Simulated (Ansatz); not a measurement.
# WC: moving W off its site

WC, Fm-3m, a = 4.385 Å (as given, not relaxed at this level: -10.1 GPa). This isn't the usual stable structure of the compound. Ansatz: PBEsol, PAW, 420 eV, Γ-centred 18×18×18 mesh on 2 atoms, Gaussian smearing 0.15 eV; no spin polarisation.

```yaml
crystal:
  lattice:
    - [0.00000, 2.19268, 2.19268]
    - [2.19268, 0.00000, 2.19268]
    - [2.19268, 2.19268, 0.00000]
  atoms:
    - { symbol: W, position: [0.00000, 0.00000, 0.00000] }
    - { symbol: C, position: [0.50000, 0.50000, 0.50000] }
```

Atom 1 (W) moves by x along the unit vector (0.000, -0.707, -0.707), with its periodic images; all else is held. y is the free energy of the cell over the start, F the force along the path summed over the moved atoms. Symmetry makes y even in x.

| x (Å) | y (meV) | F (eV/Å) |
| --- | --- | --- |
| -0.5000 | ? | ? |
| -0.2500 | 227.3 | 1.95 |
| 0.0000 | 0.0 | 0.00 |
| 0.0625 | 11.9 | -0.39 |
| 0.1250 | 51.0 | -0.87 |
| 0.1875 | 122.3 | -1.41 |
| 0.3125 | 369.6 | -2.63 |
| 0.3750 | 560.4 | -3.48 |
| 0.4375 | 801.0 | -4.17 |

Q: Fit y = c2 x² + c4 x⁴ to the energies of the other rows, give the force constant, and predict energy and force of the missing row.

A: Least squares on the rows shown. y = 3363.8 x² + 4317.4 x⁴. The force constant is 2 c2 = 6.73 eV/Å², for the cell as given, at -10.1 GPa (for all images moving together, not for a lone atom). With two atoms in a cubic cell this is the optical mode at Γ (in a metal it hangs on mesh and smearing): ω = 521.5 √(2 c2/μ) = 403 cm⁻¹ for μ = 11.27 u. The force −dy/dx at the missing row is 5.52 eV/Å (computed 5.07). At x = -0.5000 the fit asked for gives 1110.8 meV. The run gave 1087.4 meV, so the fit is 23.4 meV too high, 2.2 % of the span of the series, against an rms of 1.5 meV on the fitted rows. The row lies outside the fitted range. With a term in x⁶ added, a fit to the same known rows predicts 1094.3 meV, so most of the miss is curvature that the known rows already hold.

Spin–orbit coupling is left out, which can shift energies with elements as heavy as these.